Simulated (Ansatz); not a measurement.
Nb3Cl8:
```cif
data_Cl16Nb6
_chemical_formula_sum 'Nb6 Cl16'
_space_group_name_H-M_alt 'P-3m1'
_space_group_IT_number 164
_space_group_name_Hall '-P 3 2"'
_cell_length_a 6.62185
_cell_length_b 6.62185
_cell_length_c 11.91953
_cell_angle_alpha 90.000
_cell_angle_beta 90.000
_cell_angle_gamma 120.000
loop_
_atom_site_label
_atom_site_type_symbol
_atom_site_symmetry_multiplicity
_atom_site_Wyckoff_symbol
_atom_site_fract_x
_atom_site_fract_y
_atom_site_fract_z
_atom_site_occupancy
Nb1 Nb 6 i 0.52669 0.05338 0.24578 1
Cl1 Cl 2 d 0.66667 0.33333 0.09593 1
Cl2 Cl 2 d 0.33333 0.66667 0.35700 1
Cl3 Cl 6 i 0.16351 0.32702 0.13414 1
Cl4 Cl 6 i 0.33546 0.16773 0.38178 1
```

Relaxed at zero pressure with DFT-LDA in the program Ansatz with PAW potentials.

Problem. The volume is raised by 9 % and shape and atoms relax at that volume. What pressure results, and how do the axes share the change?

Solution. -1.0 GPa; a 0.5 %, b 0.5 %, c 7.8 %; the energy rises by 9 meV/atom.

Problem. Give the new structure.

Solution. 
Space group P-3m1 (No. 164); a = b = 6.658 Å, c = 12.852 Å, α = β = 90.00°, γ = 120.00°

| atom | site | symmetry | x | y | z |
|---|---|---|---|---|---|
| Nb | 6i | .m. | 0.5271 | 0.0541 | 0.2393 |
| Cl | 2d | 3m. | 0.6667 | 0.3333 | 0.1000 |
| Cl | 2d | 3m. | 0.3333 | 0.6667 | 0.3418 |
| Cl | 6i | .m. | 0.1644 | 0.3288 | 0.1360 |
| Cl | 6i | .m. | 0.3375 | 0.1688 | 0.3658 |

The phase is kept; no other phase was compared at this pressure.

The workflow started from a Materials Project entry (that database holds measured and hypothetical structures alike); the Crystallography Open Database copy checked does not list it. Whether it is the stable phase at ambient conditions was not checked. The cell was relaxed with LDA under the symmetry of its start; whether a distortion lowers the energy is not shown. No spin polarisation was allowed. A crystal of weakly bound layers computed without a dispersion correction: the cell and the soft elastic constants depend strongly on that.

Potentials: the earlier of the program's two PAW sets. The files were generated under PBE; for other functionals the program regenerates the frozen cores, and for LDA and PBEsol the local potential too.
